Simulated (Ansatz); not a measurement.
All numbers below come from DFT PBE, scalar-relativistic, plane waves, PAW (Ansatz). Settings: cutoff 420 eV, Γ-centred meshes spaced at most about 0.3 Å⁻¹, and about 0.25 Å⁻¹ or finer for metals (2π included), Gaussian smearing. No spin polarisation in the final relaxations.

All energies are static (0 K, no zero-point motion). All come from trial cells, and lower structures may exist.

Question: These unrelaxed guesses for In3S2 are each relaxed within their symmetry. Order them by the energy at which they end, lowest first.
A.

```
In S
1.0
     3.91016    2.25753    3.11513
    -3.91016    2.25753    3.11513
     0.00000   -4.51506    3.11513
In S
3 2
Direct
  0.00000 0.50000 0.00000
  0.00000 0.00000 0.50000
  0.50000 0.00000 0.00000
  0.81876 0.81876 0.81876
  0.18124 0.18124 0.18124
```

B.

```
In S
1.0
     4.97909    0.00000    0.00000
     0.00000    4.97909    0.00000
     0.00000    0.00000    5.85847
In S
3 2
Direct
  0.00000 0.00000 0.00000
  0.00000 0.00000 0.50000
  0.50000 0.50000 0.50000
  0.50000 0.50000 0.17141
  0.50000 0.50000 0.82859
```

C.

```
In S
1.0
     5.91857    0.00000    0.00000
    -2.95928    5.12563    0.00000
     0.00000    0.00000    8.41535
In S
6 4
Direct
  0.33333 0.66667 0.75333
  0.33333 0.66667 0.24667
  0.66667 0.33333 0.24667
  0.66667 0.33333 0.75333
  0.00000 0.00000 0.69729
  0.00000 0.00000 0.30271
  0.00000 0.00000 0.50000
  0.33333 0.66667 0.00000
  0.66667 0.33333 0.00000
  0.00000 0.00000 0.00000
```

D.

```
In S
1.0
     5.32822    0.00000    0.00000
     0.00000    5.32822    0.00000
     0.00000    0.00000    5.37022
In S
3 2
Direct
  0.00000 0.50000 0.50000
  0.50000 0.00000 0.50000
  0.00000 0.00000 0.50000
  0.00000 0.50000 0.00000
  0.50000 0.00000 0.00000
```

Answer: B (ends in P4/mmm, 0 meV/atom), D (ends in P4/mmm, 119 meV/atom), A (ends in R-3m, 137 meV/atom), C (ends in P6/mmm, 148 meV/atom). Even the lowest end lies +0.05 eV/atom against the elements.

For metals, differences of a few meV/atom aren't resolved. In P4/mmm at 27.9 Å³/atom, P4/mmm at 38.7 Å³/atom, R-3m an odd number of electrons in the primitive cell allows no gap without spin; a larger cell or a magnetic state could open one. A magnetic state wasn't ruled out in cells without spin, among them R-3m, P6/mmm. Cells relaxed within their symmetry can be saddle points. Some candidate types were left out of the draw beforehand, so a known form may be missing.
